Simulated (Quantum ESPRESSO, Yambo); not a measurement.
## CdSe under isotropic strain

```xyz
2
Lattice="0.0000 3.0415 3.0415 3.0415 0.0000 3.0415 3.0415 3.0415 0.0000" Properties=species:S:1:pos:R:3 pbc="T T T"
Se     1.5207     1.5207     1.5207
Cd     0.0000     0.0000     0.0000
```

CdSe (zinc blende, space group F-43m, No. 216) under isotropic strain (on all lattice vectors), counted from the cell relaxed with PBEsol, atoms relaxed at each step. PBEsol (Quantum ESPRESSO, PseudoDojo norm-conserving, 102 Ry, no spin-orbit coupling); G0W0 and BSE in Yambo (4×4×4 Γ-centred k mesh, bands 10 to 113 and a 8 Ry block in the screening, 113 bands in G with the Bruneval-Gonze terminator, plasmon pole fitted at 27.2 eV; BSE 6×6×6 mesh, 3 valence and 4 conduction bands, static screening with 38 bands and a 4 Ry block, scissor from each state's G0W0).

| strain (%) | pressure (GPa) | PBEsol gap (eV) | kind | G0W0 direct gap (eV) | lowest vertical BSE state (eV) | RPA ε∞ along x |
|---|---|---|---|---|---|---|
| -3 | 5.9 | 0.66 | direct | 2.06 at Γ | not resolved | – |
| -1.5 | 2.6 | 0.57 | direct | 1.94 at Γ | not resolved | – |
| -0.7 | 1.1 | 0.52 | direct | 1.87 at Γ | not resolved | – |
| 0 | 0.0 | 0.48 | direct | 1.81 at Γ | not resolved | – |
| +1 | -1.5 | 0.42 | direct | 1.74 at Γ | not resolved | – |
| +2 | -2.7 | 0.36 | direct | 1.66 at Γ | not resolved | – |

Between -0.7 % and +1 % the direct gap at Γ has a volume deformation potential dE/dlnV of -1.9 eV in PBEsol; the block changes size in that range, so no G0W0 slope is given.

GW, BSE and RPA settings are held fixed; their convergence isn't established. Strains are linear. The screening block changes size along the series (169 vectors at -3 %, 169 vectors at -1.5 %, 169 vectors at -0.7 %, 169 vectors at +0 %, 181 vectors at +1 %, 181 vectors at +2 %), which puts steps into the G0W0 values. Spin-orbit splittings are left out.

The standard potential for Se keeps a d shell in the valence without the s and p states of that shell. In tests on such compounds this moved G0W0 gaps by up to about 0.9 eV, so absolute quasiparticle energies here are unreliable; differences between settings are what counts.
